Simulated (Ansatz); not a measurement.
**Computed map of one atom of the cell: CdBr2 (space group P6_3mc)**

CdBr$_{2}$ (space group P6_3mc)

```
CELL_PARAMETERS angstrom
      3.98029     0.00000     0.00000
     -1.99015     3.44703     0.00000
      0.00000     0.00000    12.56749
ATOMIC_POSITIONS crystal
  Cd 0.66667 0.33333 0.87499
  Cd 0.33333 0.66667 0.37499
  Br 0.00000 0.00000 0.75034
  Br 0.00000 0.00000 0.25034
  Br 0.33333 0.66667 0.99967
  Br 0.66667 0.33333 0.49967
```

Two-dimensional scan of atom 1 (Cd, nearest neighbour Br at 2.781 Å; its periodic images, 4.0 Å or more away, move with it): u runs along (1.000, 0.000, 0.000), v along (0.000, 0.000, 1.000) (Cartesian). Cell and other atoms are fixed.

Computed with r2SCAN+rVV10 (plane waves to 500 eV, PAW, scalar-relativistic; Ansatz, an electronic-structure program). k mesh 8×8×2 (Γ-centred), Fermi-Dirac smearing 0.05 eV. Energies are smeared free energies. Points where atoms come too close for the PAW data are left out (x in tables, blank in figures). Fu and Fv are the components of the force on the atom. CdBr2 was relaxed with its symmetry unable to fall. ΔE is measured from the undisplaced structure. Axes are in Å.

ΔE (eV/cell), with u across and v down:

```tsv
v \ u	-0.700	-0.467	-0.233	0.000	0.233	0.467	0.700
-0.700	x	2.851	1.897	1.619	1.897	2.851	x
-0.467	2.723	1.532	0.938	0.763	0.938	1.532	2.723
-0.233	1.409	0.678	0.307	0.197	0.307	0.678	1.409
0.000	0.964	0.384	0.088	0.000	0.088	0.384	0.964
0.233	1.408	0.678	0.307	0.197	0.307	0.678	1.408
0.467	2.720	1.531	0.939	0.764	0.939	1.531	2.720
0.700	x	2.850	1.899	1.621	1.899	2.850	x
```

Fu (eV/Å), with u across and v down:

| v \ u | -0.700 | -0.467 | -0.233 | 0.000 | 0.233 | 0.467 | 0.700 |
|---|---|---|---|---|---|---|---|
| -0.700 | x | 5.94 | 2.47 | 0.00 | -2.47 | -5.94 | x |
| -0.467 | 6.68 | 3.67 | 1.55 | 0.00 | -1.55 | -3.67 | -6.68 |
| -0.233 | 4.05 | 2.28 | 0.97 | 0.00 | -0.97 | -2.28 | -4.05 |
| 0.000 | 3.19 | 1.82 | 0.78 | 0.00 | -0.78 | -1.82 | -3.19 |
| 0.233 | 4.04 | 2.28 | 0.97 | 0.00 | -0.97 | -2.28 | -4.04 |
| 0.467 | 6.67 | 3.67 | 1.55 | 0.00 | -1.55 | -3.67 | -6.67 |
| 0.700 | x | 5.92 | 2.47 | 0.00 | -2.47 | -5.92 | x |

Derived quantities:

| Property | Result |
|---|---|
| Principal force constants in the plane (five-point differences of the forces) | 3.1 and 7.3 eV/Å² |
| Softest direction at the centre | along u |
| Centre of the map | a minimum |
| Lowest place on the grid | u = 0.000 Å, v = 0.000 Å (0 meV/cell) |

(For displaced atoms, the force is minus the slope of the energy, and its curvature is a force constant, which sets phonon frequencies.)
